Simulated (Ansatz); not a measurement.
A geometry of Co away from equilibrium: step 2 of the relaxation of a relaxed Co cell with every coordinate shifted by Gaussian noise of σ = 0.3 Å. All values below come from PBE (plane waves to 420 eV, PAW, scalar-relativistic; Ansatz, a program for electronic structure). Γ-centred k-mesh 15×15×8 on the run's cell (coarser than for final values), Fermi–Dirac smearing 0.05 eV.

```
CELL_PARAMETERS angstrom
      2.48144     0.02153     0.00031
     -1.22208     2.16492    -0.00717
      0.00051    -0.01308     4.03795
ATOMIC_POSITIONS crystal
  Co 0.36706 0.71405 0.74842
  Co 0.70706 0.24074 0.22902
```
Spin-polarised start, with parallel moments on Co.

Task: Give the Cartesian forces on all atoms (eV/Å).

Result: 
```json
[
 {"atom": "Co1", "Fx": "0.19", "Fy": "-0.74", "Fz": "-0.74"},
 {"atom": "Co2", "Fx": "-0.19", "Fy": "0.74", "Fz": "0.74"}
]
```

Task: What is the pressure?

Result: +3.1 GPa, compression positive.

Task: How far above the relaxed end point is this geometry?

Result: 0.08 eV/atom; the path ends in P6₃/mmc (No. 194) (hcp (Mg type)).

Spin state reached: ferromagnetic (net 1.61 μB/atom), from parallel starting moments; other spin orders were not run from this start.

The run could not lose the symmetry of its start.
